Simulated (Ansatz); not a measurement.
Input file for Ansatz (an electronic-structure program):

Ansatz 0.2 input:
```yaml
crystal:
  lattice:
    - [3.9334682223, 0.0, 0.0]
    - [0.0, 3.9334682223, 0.0]
    - [0.0, 0.0, 4.1384373716]
  atoms:
    - { symbol: La, position: [0.5, 0.5, 0.306969706] }
    - { symbol: W, position: [0.0, 0.0, 0.7844200286] }
    - { symbol: N, position: [0.0, 0.5, 0.709183854] }
    - { symbol: N, position: [0.5, 0.0, 0.709183854] }
    - { symbol: N, position: [0.0, 0.0, 0.2265125574] }
kpoints:
  mp_grid: { grid: [8, 8, 7] }
  band_path:
    path:
      - [[0.0, 0.0, 0.0], [0.0, 0.5, 0.0], [0.5, 0.5, 0.0], [0.0, 0.0, 0.0], [0.0, 0.0, 0.5], [0.0, 0.5, 0.5], [0.5, 0.5, 0.5], [0.0, 0.0, 0.5]]  # Γ-X-M-Γ-Z-R-A-Z
      - [[0.0, 0.5, 0.0], [0.0, 0.5, 0.5]]  # X-R
      - [[0.5, 0.5, 0.0], [0.5, 0.5, 0.5]]  # M-A
    npoints: 8
basis: { xc_grid: 2 }
hamiltonian:
  xc: pbesol
  pseudopotentials: { kind: paw }
magnetization: { noncollinear: true, spin_orbit: true }
scf:
  n_extra_bands: 12
  convergence: { dr2_threshold: 0.0000000001 }
  occupations: { method: gaussian, width: 0.05 }
output: { eigenvalues: true }
```

Output (shortened):

```
Pseudopotentials: kind: paw_fr
Pseudopotential: La, paw_fr, valence charge 11
Pseudopotential: W, paw_fr, valence charge 14
Pseudopotential: N, paw_fr, valence charge 5
Functional definition: PBEsol
non-collinear run that drives no moment, with spin-orbit …
Crystal: 5 atoms, lattice volume = 64.031 Å³
Basis set: ecut = 420 eV, 1261 PW (Γ), exchange–correlation on 54×54×60 points (8 copies of the dense FFT grid, shifted against one another)
Bands: 52, of which v1, the nominal top of the filled ones, is band 40 counted from 1 (39 counted from 0)
Symmetry: 8 space group operations + 8 with time reversal
k-points: 60 of 448 (time reversal used)
Projection manifold: j_resolved (fully-relativistic pseudo-atomic orbitals)
PAW frozen core: La, regenerated for the run's functional, and the local potential with it
PAW frozen core: W, regenerated for the run's functional, and the local potential with it
PAW frozen core: N, regenerated for the run's functional, and the local potential with it
Initial density: superposition of atomic densities (chi_scale 0.1, normalization cell, long waves kept (reshape's long-wave potential 0.00 eV rms))
Initial wavefunctions: pseudopotential atomic-orbital guess
Eigensolver: davidson
Functional: x = pbesol(κ = 0.804, μ = 0.12345679012345678), c = pbesol(β = 0.046)
SCF iter   1: F=—  HF=-17591.995574 eV  |F-HF|=—  |Δ(HF+E_count)|=         —  Δρ=1.23e-1  dr2=1.45e1  dr2_m=0.00e0 (ungated)  ethr=3.10e-3  |M|=0.00e0 ∫|m|=0.00e0 μB  |m|>n=0.0e0 m-floor=0.0e0 τ_xc=0.0e0  β_m=0.30  ⟨swp⟩=4.2  Hψ=15037  notcnv=0
all-band conjugate gradients solve this SCF's bands
preconditioner: auto → Resta (q_TF=auto, 2.523 Å⁻¹)
spin=Noncollinear: Resta preconditioning applied to the charge; magnetization (m_x, m_y, m_z) channels mix plain (no charge-response kernel on spin).
SCF iter   2: F=—  HF=-17589.098031 eV  |F-HF|=—  |Δ(HF+E_count)|=    2.90e0  Δρ=6.24e-2  dr2=3.87e0  dr2_m=0.00e0 (ungated)  ethr=3.10e-3  |M|=0.00e0 ∫|m|=0.00e0 μB  |m|>n=0.0e0 m-floor=0.0e0 τ_xc=0.0e0  β_m=0.43  ⟨swp⟩=3.8  Hψ=6918  notcnv=0  defer=315
SCF iter   3: F=—  HF=-17588.214970 eV  |F-HF|=—  |Δ(HF+E_count)|=   8.83e-1  Δρ=2.13e-2  dr2=1.61e-1  dr2_m=0.00e0 (ungated)  ethr=3.10e-3  |M|=0.00e0 ∫|m|=0.00e0 μB  |m|>n=0.0e0 m-floor=0.0e0 τ_xc=0.0e0  β_m=0.54  ⟨swp⟩=6.5  Hψ=10301  notcnv=0  defer=379
SCF iter   4: F=—  HF=-17588.203375 eV  |F-HF|=—  |Δ(HF+E_count)|=   1.16e-2  Δρ=8.49e-3  dr2=3.62e-2  dr2_m=0.00e0 (ungated)  ethr=4.04e-4  |M|=0.00e0 ∫|m|=0.00e0 μB  |m|>n=0.0e0 m-floor=0.0e0 τ_xc=0.0e0  β_m=0.71  ⟨swp⟩=4.2  Hψ=5264  notcnv=0  defer=389
SCF iter   5: F=—  HF=-17588.202216 eV  |F-HF|=—  |Δ(HF+E_count)|=   1.16e-3  Δρ=2.11e-3  dr2=4.49e-3  dr2_m=0.00e0 (ungated)  ethr=9.05e-5  |M|=0.00e0 ∫|m|=0.00e0 μB  |m|>n=0.0e0 m-floor=0.0e0 τ_xc=0.0e0  β_m=0.79  ⟨swp⟩=4.4  Hψ=5086  notcnv=0  defer=390
SCF iter   6: F=—  HF=-17588.201598 eV  |F-HF|=—  |Δ(HF+E_count)|=   6.18e-4  Δρ=8.59e-4  dr2=5.41e-4  dr2_m=0.00e0 (ungated)  ethr=1.12e-5  |M|=0.00e0 ∫|m|=0.00e0 μB  |m|>n=0.0e0 m-floor=0.0e0 τ_xc=0.0e0  β_m=0.77  ⟨swp⟩=2.5  Hψ=4452  notcnv=0  defer=388
SCF iter   7: F=—  HF=-17588.201592 eV  |F-HF|=—  |Δ(HF+E_count)|=   5.53e-6  Δρ=4.32e-4  dr2=1.46e-4  dr2_m=0.00e0 (ungated)  ethr=1.35e-6  |M|=0.00e0 ∫|m|=0.00e0 μB  |m|>n=0.0e0 m-floor=0.0e0 τ_xc=0.0e0  β_m=0.70  ⟨swp⟩=2.0  Hψ=4216  notcnv=0  defer=388
SCF iter   8: F=—  HF=-17588.201569 eV  |F-HF|=—  |Δ(HF+E_count)|=   2.33e-5  Δρ=8.37e-5  dr2=4.34e-6  dr2_m=0.00e0 (ungated)  ethr=3.66e-7  |M|=0.00e0 ∫|m|=0.00e0 μB  |m|>n=0.0e0 m-floor=0.0e0 τ_xc=0.0e0  β_m=0.85  ⟨swp⟩=2.0  Hψ=3934  notcnv=0  defer=388
SCF iter  12: F=-17588.201569 eV  HF=-17588.201569 eV  |F-HF|=1.82e-11  |Δ(HF+E_count)|=  2.91e-11  Δρ=2.17e-7  dr2=4.09e-11  dr2_m=0.00e0 (ungated)  ethr=1.00e-12  |M|=0.00e0 ∫|m|=0.00e0 μB  |m|>n=0.0e0 m-floor=0.0e0 τ_xc=0.0e0  ⟨swp⟩=15.0  Hψ=17115  notcnv=0…
the last iteration of the SCF fills more bands at one k-point than at another …
SCF 1 converged in 12 iterations: F = -17588.201569 eV  dr2 = 4.09e-11
NSCF: frozen V_eff on 75 k-points
SCF converged after 12 iterations
Magnetization: |M| = 0.0000 μB,  M = (+0.0000, +0.0000, +0.0000) μB
Absolute magnetization: 0.0000 μB (∫|m|)
  site 0: m = (+0.0000, +0.0000, +0.0000) μB, |m| = 0.0000 μB  (R = 1.06 Å)
  site 1: m = (+0.0000, +0.0000, +0.0000) μB, |m| = 0.0000 μB  (R = 0.75 Å)
  site 2: m = (+0.0000, +0.0000, +0.0000) μB, |m| = 0.0000 μB  (R = 0.82 Å)
  site 3: m = (+0.0000, +0.0000, +0.0000) μB, |m| = 0.0000 μB  (R = 0.82 Å)
  site 4: m = (+0.0000, +0.0000, +0.0000) μB, |m| = 0.0000 μB  (R = 0.75 Å)
Free energy (F): -17588.201569 eV
Harris-Foulkes:  -17588.201569 eV  (|F-HF|=1.82e-11)
Internal energy: -17588.201375 eV  (E = F + TS)
E sigma→0 (E₀):  -17588.201472 eV
Entropy (-TS):   -0.000194 eV (-0.039 meV/atom)
Fermi energy:    14.326159 eV
--- Per-component energies (eV) ---
  E_band       = -104.790107
  E_kinetic    = 1032.640582
  E_local      = -1704.011414  (includes V_loc(G=0)·N_el)
  E_nonlocal   = 231.707146
  E_hartree    = 598.774606
  E_xc         = -582.545523
  E_vxc        = -614.616749  (∫ρ·V_xc dr)
  E_paw        = -14156.915421  (= ΣΔE_a)
  E_vpaw       = -248.059087  (= ΣTr[D̂ρ^β])
  E_aug_tail   = 0.000197  (compensation charges beyond the density's cutoff)
  E_ewald      = -3008.332903
  E_core_change = 0.481355  (= ΣΔE_core)
  E_smearing   = -0.000194  (= −TS)
  E_closure    =  0.000000  (closes the sum)
  Σ components = -17588.201569   (vs F -17588.201569, Δ=0.00e0)
  [band-id]    e_kinetic+e_local+e_nonlocal+2·e_hartree+e_vxc+e_vpaw+e_augmentation_tail = -104.790114   (vs E_band -104.790107, Δ=-6.33e-6)
--- Band table (eV; the first three rows and the last of 60) ---
  k-point 0: bands = ["-59.9505", "-59.9505", "-31.4627", "-31.4627", "-21.7767", "-21.7767", "-21.7117", "-21.7117", "-17.0768", "-17.0768", "-2.5685", "-2.5685", "-1.0116", "-1.0116", "-0.0247", "-0.0247", "-0.0156", "-0.0156", "0.5971", "0.5971", "1.1001", "1.1001", "10.4010", "10.4010", "11.0474", "11.0474", "11.1617", "11.1617", "11.9315", "11.9315", "12.1420", "12.1420", "12.1879", "12.1879", "13.3153", "13.3153", "13.3920", "13.3920", "13.6304", "13.6304", "13.7414", "13.7414", "16.1643", "16.1643", "16.4447", "16.4447", "16.5643", "16.5643", "17.0541", "17.0541", "17.7856", "17.7856"]
  k-point 1: bands = ["-59.9505", "-59.9505", "-31.4630", "-31.4630", "-21.7806", "-21.7806", "-21.7113", "-21.7113", "-17.0694", "-17.0694", "-2.6669", "-2.6669", "-1.1247", "-1.1247", "-0.0077", "-0.0077", "0.1972", "0.1972", "0.6105", "0.6105", "1.3021", "1.3021", "10.1798", "10.1798", "10.7656", "10.7656", "10.8644", "10.8644", "11.6908", "11.6908", "11.9069", "11.9069", "11.9612", "11.9612", "13.1323", "13.1323", "13.5114", "13.5114", "13.6252", "13.6252", "13.7910", "13.7910", "16.3727", "16.3727", "16.6411", "16.6411", "16.8509", "16.8509", "17.2410", "17.2410", "17.8147", "17.8147"]
  k-point 2: bands = ["-59.9505", "-59.9505", "-31.4637", "-31.4637", "-21.7896", "-21.7896", "-21.7103", "-21.7103", "-17.0526", "-17.0526", "-2.8878", "-2.8878", "-1.2654", "-1.2654", "0.0101", "0.0101", "0.6408", "0.6408", "0.6969", "0.6969", "1.6855", "1.6855", "9.3116", "9.3116", "10.2432", "10.2432", "10.5499", "10.5499", "11.2872", "11.2872", "11.4553", "11.4553", "11.5584", "11.5584", "12.4127", "12.4127", "13.7652", "13.7652", "13.8197", "13.8197", "14.0260", "14.0260", "16.9038", "16.9038", "17.1117", "17.1117", "17.3071", "17.3071", "17.4773", "17.4773", "17.9025", "17.9025"]
  k-point 59: bands = ["-59.9500", "-59.9500", "-31.4710", "-31.4710", "-21.8053", "-21.8053", "-21.7592", "-21.7592", "-16.9463", "-16.9463", "-2.9208", "-2.9208", "-1.0364", "-1.0364", "-0.6797", "-0.6797", "1.2724", "1.2724", "1.8954", "1.8954", "1.9577", "1.9577", "7.7635", "7.7635", "8.5479", "8.5479", "9.0144", "9.0144", "9.4767", "9.4767", "9.8545", "9.8545", "9.9642", "9.9642", "14.1438", "14.1438", "14.1454", "14.1454", "14.4011", "14.4011", "17.3862", "17.3862", "17.4187", "17.4187", "17.6928", "17.6928", "17.7800", "17.7800", "17.9418", "17.9418", "17.9931", "17.9931"]
  band table: 52 of 52 bands, residual norms ≤ 1.0e-3 eV
```

Cost: about 120 core-seconds (a rough figure) on shared cores.

Space group P4mm. The workflow started from a Materials Project entry (that database holds measured and hypothetical structures alike); the Crystallography Open Database copy checked does not list it. Its standing as an ambient phase is unchecked. The cell was relaxed with PBEsol under the symmetry of its start; its stability against distortions is not shown here. No spin polarisation was allowed.

Potentials: the later of the program's two PAW sets.

Ansatz is a plane-wave DFT program.
